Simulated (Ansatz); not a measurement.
**Vibrational response of Y₂F**

These are results of DFT PBE, scalar-relativistic, plane waves, PAW in Ansatz 0.2.0, not measurements. Settings: 420 eV plane-wave cutoff, Γ-centred 6×6×6 mesh, Gaussian smearing of 0.10 eV. No spin polarisation. Phonons by linear response, acoustic sum rule imposed.

Equilibrium structure at this level:
```xyz
6
Lattice="5.3080 0.0000 0.0000 0.0000 5.3080 0.0000 0.0000 0.0000 5.3080" Properties=species:S:1:pos:R:3 pbc="T T T"
Y     3.9810    1.3270    1.3270
Y     3.9810    3.9810    3.9810
Y     1.3270    3.9810    1.3270
Y     1.3270    1.3270    3.9810
F     0.0000    0.0000    0.0000
F     2.6540    2.6540    2.6540
```

The structure comes from a generated guess, relaxed at this level; another structure or a mixture of phases may lie lower. In a metal, frequencies depend on the k mesh and the smearing, soft modes most.

Optical modes at Γ:
| frequency (meV) | degeneracy |
| --- | --- |
| 11.6 | 2 |
| 12.6 | 3 |
| 17.0 | 3 |
| 28.6 | 1 |
| 34.0 | 3 |
| 36.0 | 3 |

All 15 optical modes at Γ are real: no displacement of atoms at fixed cell lowers the energy to second order. Strains and modes at other wave vectors aren't tested by this run.
